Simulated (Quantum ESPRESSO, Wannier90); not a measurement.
**Wannierisation of InSe (R3m)**

```
InSe
1.0
   -2.02335     3.50454     0.00000
   -4.04669     0.00000     0.00000
   -2.02335     1.16818     8.60852
In Se
2 2
Direct
  0.11035   0.11035   0.66895
  0.00183   0.00183   0.99451
  0.61971   0.61971   0.14086
  0.82581   0.82581   0.52258
```

Materials Project entry mp-22691; symmetrised, unrelaxed at this level. COD (Crystallography Open Database) has the formula in 2 space groups, this one among them (matched by group alone). Method: PBEsol plane waves in Quantum ESPRESSO 7.5 (PseudoDojo norm-conserving files, 69 Ry, no spin polarisation, no spin-orbit coupling), Bloch states on a 4×4×4 mesh through Γ, Wannier90 4.0.1. Density: 10×10×10 mesh, Gaussian smearing 0.01 Ry. The cell is built of weakly bound layers, chains or molecules, whose nearest atoms lie 4.03 Å apart. Database cells relaxed without dispersion often hold them too far apart, which can enlarge gaps and weakens couplings between them; spacing and stacking were not compared with the measured crystal. Spin-orbit coupling is left out although heavy elements are present.

Functional, cutoff and mesh named above are those of the base row (1); the first column says what each row takes instead. Model: 9 functions from bands 21-29, start SCDM (isolated) (the valence bands). Energies are relative to the valence-band maximum; the misfit is to pw.x on a path, for all bands of the set. The lattice is scaled uniformly, fractional positions fixed. Ω_total can sit in another minimum from row to row; Ω_I of an isolated set cannot.

| scale | Ω_I (Å²) | Ω_total (Å²) | rms misfit (meV) | gap (eV) | bottom of band 21 (eV) |
|---|---|---|---|---|---|
| 0.975 | 17.77 | 19.47 | 41 | 0.53 | -13.82 |
| 1 | 17.82 | 19.55 | 37 | 0.33 | -13.37 |
| 1.025 | 18.04 | 19.83 | 33 | 0.18 | -12.98 |
| 1.05 | 18.43 | 20.33 | 30 | 0.07 | -12.63 |
